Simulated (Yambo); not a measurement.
A G0W0@PBEsol run in Yambo for LaAgSO (space group P4/nmm, No. 129) (4×4×1 Γ-centred k mesh, bands 9 to 179 and a 6 Ry block in the screening, 179 bands in G with the Bruneval-Gonze terminator, plasmon pole fitted at 27.2 eV) gives these matrix elements, in eV, at the band edges (Γ → Γ):

| state | E0 | <Vxc> | <Σx> | <Σc(E0)> | Z |
|---|---|---|---|---|---|
| valence edge | 0.000 | -16.780 | -20.087 | 2.703 | 0.790 |
| conduction edge | 1.222 | -11.416 | -7.312 | -3.558 | 0.812 |

### Question
Solve the linearised quasiparticle equation for both states, give the gap, and say how exchange and correlation each act on it.

### Answer
E = E0 + Z(Σx + Σc − Vxc). Valence: 0.000 + 0.790 × (-20.087 + (2.703) − (-16.780)) = -0.48 eV. Conduction: 1.222 + 0.812 × (-7.312 + (-3.558) − (-11.416)) = 1.67 eV. The gap is 2.14 eV, against 1.22 eV in PBEsol. Replacing Vxc by bare exchange alone would open it by 7.41 eV; correlation takes back 6.26 eV of that, and Z scales what is left. Nearest settings tried, and what they do to the gap: 95 bands in W: +158 meV. Not varied: bands in G, block, mesh. So the settings aren't converged at that level. Spin-orbit splittings are left out. The 4f states are in the valence at their DFT position.

Geometry of the Materials Project entry, not relaxed at this level; primitive cell a = b = 4.092 Å, c = 9.102 Å, α = β = γ = 90.00°.
